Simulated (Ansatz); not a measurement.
Zn₃GaNO₃:
```
Zn3GaNO3
1.0
    3.29720     0.00000     0.00000
   -1.64860     2.85546     0.00000
    0.00000     0.00000    10.55465
Ga N Zn O
1 1 3 3
Direct
  0.33333   0.66667   0.01350
  0.33333   0.66667   0.18792
  0.66667   0.33333   0.24498
  0.33333   0.66667   0.49171
  0.66667   0.33333   0.73715
  0.66667   0.33333   0.44393
  0.33333   0.66667   0.69123
  0.66667   0.33333   0.93928
```

Relaxed with PBE.

Q: Which orbitals make up the states near the Fermi level in the program Ansatz at the PBE level (PAW)?

A: Within 0.5 eV of the Fermi level: N 2p 63 %, Zn 3d 9 %, O 2p 7 %, Ga 4p 6 %, Ga 4s 6 %. Projections are on Löwdin-orthogonalised atomic valence shells; empty p or d shells of many metals are not among them.

Q: Tabulate the density of states.

A: States/eV per cell of 8 atoms, in 0.25 eV bins, energy from the Fermi level.

| E (eV) | total | Zn 3d | O 2p | N 2p |
|---|---|---|---|---|
| -7.85 | 1.52 | 0.39 | 0.61 | 0.09 |
| -7.60 | 8.57 | 4.45 | 2.81 | 0.25 |
| -7.35 | 4.26 | 2.81 | 1.24 | 0.02 |
| -7.10 | 14.12 | 9.18 | 3.92 | 0.15 |
| -6.85 | 13.80 | 9.04 | 3.74 | 0.19 |
| -6.60 | 11.80 | 8.41 | 2.75 | 0.15 |
| -6.35 | 13.60 | 11.15 | 1.75 | 0.26 |
| -6.10 | 16.85 | 13.21 | 1.63 | 1.26 |
| -5.85 | 22.10 | 19.19 | 1.44 | 0.82 |
| -5.60 | 10.55 | 8.01 | 1.76 | 0.23 |
| -5.35 | 16.11 | 13.18 | 2.11 | 0.13 |
| -5.10 | 5.21 | 2.52 | 2.04 | 0.13 |
| -4.85 | 4.97 | 1.92 | 2.27 | 0.21 |
| -4.60 | 7.30 | 2.53 | 3.43 | 0.47 |
| -4.35 | 4.04 | 1.34 | 1.77 | 0.41 |
| -4.10 | 4.31 | 1.22 | 1.87 | 0.66 |
| -3.85 | 4.37 | 1.15 | 2.26 | 0.44 |
| -3.60 | 4.35 | 1.02 | 2.57 | 0.34 |
| -3.35 | 4.58 | 0.96 | 2.71 | 0.52 |
| -3.10 | 4.84 | 0.98 | 3.00 | 0.51 |
| -2.85 | 5.80 | 1.09 | 3.42 | 0.86 |
| -2.60 | 5.69 | 1.00 | 3.06 | 1.17 |
| -2.35 | 7.18 | 1.24 | 3.88 | 1.51 |
| -2.10 | 4.90 | 0.82 | 2.51 | 1.17 |
| -1.85 | 2.73 | 0.45 | 1.28 | 0.79 |
| -1.60 | 1.54 | 0.22 | 0.41 | 0.77 |
| -1.35 | 1.40 | 0.16 | 0.10 | 0.99 |
| -1.10 | 1.64 | 0.18 | 0.10 | 1.20 |
| -0.85 | 1.19 | 0.12 | 0.08 | 0.81 |
| -0.60 | 0.87 | 0.09 | 0.05 | 0.62 |
| -0.35 | 0.64 | 0.07 | 0.02 | 0.50 |
| -0.10 | 0.84 | 0.08 | 0.04 | 0.60 |
| 0.15 | 0.70 | 0.05 | 0.07 | 0.39 |
| 0.40 | 0.32 | 0.01 | 0.06 | 0.07 |
| 0.65 | 0.38 | 0.00 | 0.08 | 0.06 |
| 0.90 | 0.49 | 0.00 | 0.10 | 0.07 |
| 1.15 | 0.64 | 0.00 | 0.13 | 0.08 |
| 1.40 | 0.75 | 0.00 | 0.15 | 0.08 |
| 1.65 | 0.90 | 0.00 | 0.17 | 0.09 |
| 1.90 | 1.27 | 0.00 | 0.21 | 0.12 |
| 2.15 | 1.52 | 0.00 | 0.23 | 0.12 |
| 2.40 | 1.23 | 0.00 | 0.21 | 0.08 |
| 2.65 | 1.26 | 0.00 | 0.22 | 0.07 |
| 2.90 | 1.27 | 0.00 | 0.23 | 0.07 |
| 3.15 | 1.41 | 0.00 | 0.25 | 0.07 |
| 3.40 | 2.41 | 0.01 | 0.42 | 0.12 |
| 3.65 | 2.35 | 0.01 | 0.42 | 0.12 |
| 3.90 | 2.63 | 0.01 | 0.41 | 0.09 |
| 4.15 | 2.43 | 0.01 | 0.32 | 0.07 |
| 4.40 | 1.19 | 0.00 | 0.15 | 0.04 |
| 4.65 | 2.25 | 0.00 | 0.27 | 0.12 |

Space group P3m1. The start of the workflow was typed in or built on a structure type; neither database checked (COD, Materials Project) lists it. Its standing as an ambient phase is unchecked. Symmetry was held in the PBE relaxation; its stability against distortions is not shown here. Scalar-relativistic: spin–orbit coupling is off unless named, which matters more the heavier the elements.

Potentials: the earlier of the program's two PAW sets.
